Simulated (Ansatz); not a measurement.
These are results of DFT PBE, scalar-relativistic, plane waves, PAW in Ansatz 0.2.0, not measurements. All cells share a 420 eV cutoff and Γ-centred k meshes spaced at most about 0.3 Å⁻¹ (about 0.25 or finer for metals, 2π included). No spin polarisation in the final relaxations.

These are static total energies at zero pressure.

Compare these two cells of LaZrO3F, each relaxed at this level.

1.

```
La Zr O F
1.0
     5.83349    0.00000    0.00000
    -2.91675    5.05195    0.00000
     0.00000    0.00000    3.09294
La Zr O F
1 1 3 1
Direct
  0.33333 0.66667 0.00000
  0.00000 0.00000 0.00000
  0.70097 0.85049 0.50000
  0.14951 0.85049 0.50000
  0.14951 0.29903 0.50000
  0.66667 0.33333 0.00000
```

2.

```
La Zr O F
1.0
     3.77379    0.00000    0.00000
     0.00000    3.92175    0.00000
     0.00000    0.00000    5.61488
La Zr O F
1 1 3 1
Direct
  0.00000 0.50000 0.50000
  0.50000 0.00000 0.00000
  0.00000 0.00000 0.22292
  0.00000 0.00000 0.77708
  0.50000 0.50000 0.00000
  0.50000 0.00000 0.50000
```

Problem. Which is lower in energy, and by how much?

Solution. Cell 2 is lower, by 143 meV/atom. Cell 1 has space group P-6m2 (No. 187), 15.2 Å³/atom and no gap on its mesh; cell 2 has space group Pmmm (No. 47), 13.8 Å³/atom and a gap of 0.99 eV. Counting F or O atoms around La and Zr (for each partner element, those within 1.25 times its shortest distance or 1.15 times the sum of covalent radii, where it is the nearest in units of that sum or under 1.3; a plus sign parts groups by distance over the sum of covalent radii), cell 1 has La 6+3, Zr 6 and cell 2 has La 8, Zr 2+4+2. The denser one is the lower, and pressure would at first widen the difference. Both come from invented guesses.

Kohn–Sham gaps at this level usually fall short of measured ones. The zero gap of P-6m2 may come from the functional, which often closes small gaps, or the cell may be a true semimetal. Cells relaxed within their symmetry can be saddle points.
